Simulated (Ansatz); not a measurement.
Values for one crystal, relaxed and computed with the program Ansatz at the r²SCAN level (PAW); other levels are named.

| Item | Result |
|---|---|
| Volume per atom | 18.42 Å³ |
| Electronic character | metallic (no gap) |
| Formation energy from the elements (no fitted shifts) | -0.41 eV/atom |
| Density of states at the Fermi level | 0.30 states/eV per atom (mean over ±0.08 eV) |

Pick the material that matches.
(A) GeRh, CsCl type
(B) SnSe, rock salt
(C) Ca2CuO3, Immm (Ca on 4j, Cu on 2d, O on 2a, O on 4j)
(D) SrCu2Ge2, I4/mmm (Sr on 2a, Cu on 4d, Ge on 4e)

D, SrCu2Ge2, I4/mmm (Sr on 2a, Cu on 4d, Ge on 4e)

The first step of the workflow began from a Materials Project structure, measured or hypothetical; the Crystallography Open Database copy checked does not list it. Its standing as an ambient phase is unchecked. The r²SCAN relaxation kept the symmetry of its start; its stability against distortions is not shown here. The run is not spin-polarised. The references are the lowest solids computed at this level, not always the standard phases. Scalar-relativistic: spin–orbit coupling is off unless named, which matters more the heavier the elements.

Potentials: the later of the program's two PAW sets.
